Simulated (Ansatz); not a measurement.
Input:

Ir:
```yaml
crystal:
  lattice:
    - [-1.54402, 1.54402, 1.54402]
    - [1.54402, -1.54402, 1.54402]
    - [1.54402, 1.54402, -1.54402]
  atoms:
    - { symbol: Ir, position: [0.00000, 0.00000, 0.00000] }
```

This is the r²SCAN-relaxed structure.

Problem. All from the program Ansatz at the r²SCAN level (PAW), unless another level is named. Estimate the density of states at the Fermi level.

Solution. 3.2 states/eV per atom (mean over ±0.08 eV).

Problem. And the gap with spin–orbit coupling?

Solution. none (metallic).

Space group Im-3m (bcc (W type)). The start of the workflow was typed in or built on a structure type; neither database checked (COD, Materials Project) lists it. It is not the phase usual at ambient conditions (space group No. 225). The cell was relaxed with r²SCAN under the symmetry of its start. At this level the phase is mechanically unstable. No spin polarisation was allowed. Scalar-relativistic: spin–orbit coupling is off unless named, which matters more the heavier the elements.

Potentials: the earlier of the program's two PAW sets.
